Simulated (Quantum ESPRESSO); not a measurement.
# Computed records: Ca2MgZnO4 (made-up cell)

All values are calculated (Quantum ESPRESSO 7.5). Calculation on a made-up crystal cell, not a measurement, rerun at a higher cutoff and a denser mesh: periodic Kohn-Sham density functional theory in plane waves with PseudoDojo standard norm-conserving scalar-relativistic pseudopotentials, each functional with its own files (v0.5 for PBE, v0.4.1 for LDA and PBEsol), no spin polarisation, no spin-orbit coupling, atoms not relaxed, stress positive in tension, energies less a fixed whole-eV offset for each atom's element; levels are Kohn-Sham levels at fractions of this cell's reciprocal vectors, counted from the reference band (half the neutral cell's valence electrons, rounded up) at Gamma; error bars give the change to or from the runs named with them, not the error of the files; each bar is the largest change over components, and at least 0.002 eV, 0.002 eV per angstrom or 0.02 GPa; energies are for the whole cell, and the offsets were chosen from early runs and are not element reference energies.

Ca2MgZnO4 (made-up cell)

```
Ca2MgZnO4
1.0
      4.5129     0.0332    -0.0573
      0.0332     4.4136     0.0331
     -0.0573     0.0331     4.4416
Zn Ca Mg Ca O
1 1 1 1 4
Direct
  -0.00569 -0.00231 0.00611
  0.00855 0.50797 0.49966
  0.51230 -0.00161 0.52222
  0.49625 0.48527 0.00751
  0.49419 0.00977 0.00815
  0.49384 0.50453 0.49917
  1.00626 -0.00769 0.50284
  1.00886 0.50298 -0.01097
```

* lattice type: rocksalt
* functional: pbe
* cutoff: 1437 eV
* fermi dirac smearing: 0.025 eV
* scf tolerance: 1e-07 eV
* electrons removed: 0
* k mesh: 6 x 6 x 6, shifted by half a step

Atoms:
| atoms element | atom site | atom energy offset (eV) |
| --- | --- | --- |
| Zn | 1 | -5687 |
| Ca | 2 | -1055 |
| Mg | 3 | -1617 |
| Ca | 4 | -1055 |
| O | 5 | -452 |
| O | 6 | -452 |
| O | 7 | -452 |
| O | 8 | -452 |

## Withheld values
1. What pressure does the calculation give for Ca2MgZnO4 (made-up cell)?
2. Estimate the stress xy of Ca2MgZnO4 (made-up cell).
3. Estimate the stress yz of Ca2MgZnO4 (made-up cell).
4. Estimate the stress yy of Ca2MgZnO4 (made-up cell).

Calculated values
1. 15.03 GPa
2. 1.337 GPa
3. 1.184 GPa
4. -17.68 GPa

Further results for Ca2MgZnO4 (made-up cell):

* free energy less offsets: 1.01 eV
* scf iterations: 12
* smearing term minus ts: 0 eV
* stress xx: -11.86 GPa
* stress zz: -15.55 GPa
* stress xz: -2.057 GPa
* error bar energy: 0.002 eV
* error bar stress: 0.04374 GPa
* error bar force: 0.002928 eV/Å
* error bars from: change from the looser run of this cell

Forces:
| site | x (eV/Å) | y (eV/Å) | z (eV/Å) |
| --- | --- | --- | --- |
| 1 | 0.1992 | -0.01864 | 0.01691 |
| 2 | -0.5593 | -0.8355 | -0.3476 |
| 3 | -0.2918 | -0.04538 | -0.4011 |
| 4 | 0.5505 | 1.363 | -0.2394 |
| 5 | 0.3067 | -1.313 | -0.1248 |
| 6 | 0.7488 | -0.06823 | 0.4703 |
| 7 | -0.2742 | 0.9437 | 0.006016 |
| 8 | -0.6798 | -0.02597 | 0.6196 |
